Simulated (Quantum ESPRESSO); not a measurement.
# Kohn-Sham bands of RbHO (Cmc2₁)

```xyz
6
Lattice="4.1178 0.0000 0.0000 0.0000 0.0000 -4.2027 -2.0589 5.3940 0.0000" Properties=species:S:1:pos:R:3 pbc="T T T"
Rb     2.0589    -1.4910     1.0972
Rb    -2.0589     1.4910    -1.0042
H      0.0000     0.3479     1.6676
H      0.0000    -0.3479    -0.4338
O      0.0000     1.0595     0.9983
O      0.0000    -1.0595    -1.1030
```

Structure: Materials Project mp-626620, symmetrised, not relaxed again. Not found in the COD (Crystallography Open Database) copy used; not checked further. Level: PBEsol, no spin polarisation, no spin-orbit coupling; pw.x of Quantum ESPRESSO at 68 Ry with PseudoDojo potentials, 8×8×8 k-points, Wannier90. Density: 8×8×8 mesh, Gaussian smearing 0.01 Ry.

### Question
List the Kohn-Sham levels between −8 and 6.6 eV relative to the valence-band maximum at the high-symmetry points, as a band run of pw.x on that density gives them (levels within 2 meV counted together).

### Answer
```csv
point,k (reciprocal lattice),levels (eV)
Γ,0.000 0.000 0.000,"-4.01, -3.59, -0.44, -0.42, -0.22, 0.00, 3.58, 5.29"
Y,0.000 0.000 0.500,"-4.13, -3.84, -0.61, -0.31, -0.30, -0.02, 5.19, 5.46, 5.89"
C_0,0.427 0.000 0.286,"-4.19, -3.87, -1.02, -0.65, -0.51, -0.48, 6.19, 6.42"
Σ_0,0.573 0.000 -0.286,"-4.19, -3.87, -1.02, -0.65, -0.51, -0.48, 6.19, 6.42"
Z,0.000 -0.500 0.000,"-4.03 (×2), -0.56 (×2), -0.49 (×2), 6.12 (×2)"
A_0,0.573 -0.500 -0.286,"-3.94 (×2), -0.43 (×2), -0.24 (×2), 5.78 (×2)"
E_0,0.427 -0.500 0.286,"-3.94 (×2), -0.43 (×2), -0.24 (×2), 5.78 (×2)"
T,0.000 -0.500 0.500,"-4.24 (×2), -0.59 (×2), -0.48 (×2), 6.18 (×2)"
S,0.500 0.000 0.000,"-4.19, -3.82, -1.11, -0.67, -0.50, -0.47, 6.21, 6.55"
R,0.500 -0.500 0.000,"-3.90 (×2), -0.41 (×2), -0.25 (×2), 6.02 (×2)"
```
